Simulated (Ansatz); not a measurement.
5 guesses for LiGeH3 and where they end

All numbers below come from DFT PBE, scalar-relativistic, plane waves, PAW (Ansatz). Settings: cutoff 420 eV, Γ-centred meshes spaced at most about 0.3 Å⁻¹, and about 0.25 Å⁻¹ or finer for metals (2π included), Gaussian smearing. No spin polarisation in the final relaxations.

Each guess was relaxed in cell and atoms at zero pressure, within the symmetry of its start. All energies are static (0 K, no zero-point motion). Coordination counts Ge or H atoms around Li (for each partner element, those within 1.25 times its shortest distance or 1.15 times the sum of covalent radii, where it is the nearest in units of that sum or under 1.3; a plus sign parts groups by distance over the sum of covalent radii).

| guess | made from | start group | V start (Å³/atom) | end group | V end (Å³/atom) | coordination at the end | gap on mesh (eV) | E over the lowest end (meV/atom) |
| --- | --- | --- | --- | --- | --- | --- | --- | --- |
| 1 | ErRh3C type | Pm-3m | 9.7 | Pm-3m (cubic perovskite) | 11.3 | Li 8 | 0 | 87 |
| 2 | Fe3RhN type | Pm-3m | 10.5 | ? | ? | ? | ? | ? |
| 3 | NdSiPt3 type | P4mm | 10.7 | P4mm | 16.7 | Li 8 | 0 | 0 |
| 4 | random cell | P4/mmm | 12.1 | P4/mmm | 13.9 | Li 4+2 | 0 | 364 |
| 5 | random cell | R-3m | 10.9 | Pm-3m (cubic perovskite) | 8.5 | Li 14 | 0 | 247 |

Guess 2 as it starts:

Space group Pm-3m (No. 221). a = 3.748 Å, b = 3.748 Å, c = 3.748 Å, α = 90.00°, β = 90.00°, γ = 90.00°
```csv
atom,site,symmetry,x,y,z
Li,1b,m-3m,0.5000,0.5000,0.5000
Ge,1a,m-3m,0.0000,0.0000,0.0000
H,3c,4/mm.m,0.0000,0.5000,0.5000
```

Task: Predict the end of this guess and its energy over the lowest end.

Result: It ends in the cubic perovskite type, space group Pm-3m (No. 221), with a = 3.490 Å, 8.5 Å³/atom and no gap. It lies 248 meV/atom over the lowest end, within the noise of guess 5 and below guess 4. Counting Ge or H atoms around Li, this end has Li 14 and the lowest (guess 3) has Li 8.

```
CELL_PARAMETERS angstrom
3.48953 0.00000 0.00000
0.00000 3.48953 0.00000
0.00000 0.00000 3.48953
ATOMIC_POSITIONS crystal
Li 0.50000 0.50000 0.50000
Ge 0.00000 0.00000 0.00000
H 0.00000 0.50000 0.50000
H 0.50000 0.50000 0.00000
H 0.50000 0.00000 0.50000
```

Energies over the elements count from the elements' standard structures at the same level (H₂ as a molecule), with no fitted energy shifts.

Task: Is the lowest end bound against the elements?

Result: No: its formation energy is +0.15 eV/atom. It can't be a ground state, since the elements alone are lower.

The k mesh leaves some 4 meV/atom of noise in the energy of each metallic cell. Weakly bound directions are ill-defined at this level, which has no dispersion term (P4mm), and this can change margins and order among such cells. The zero gap of P4mm may come from the functional, which often closes small gaps, or the cell may be a true semimetal. With hydrogen, zero-point motion can shift formation energies by some tens of meV/atom. Cells relaxed within their symmetry can be saddle points. A lower structure may well exist outside this small set. Some types were kept out of the candidates beforehand, so the set may lack a known form.
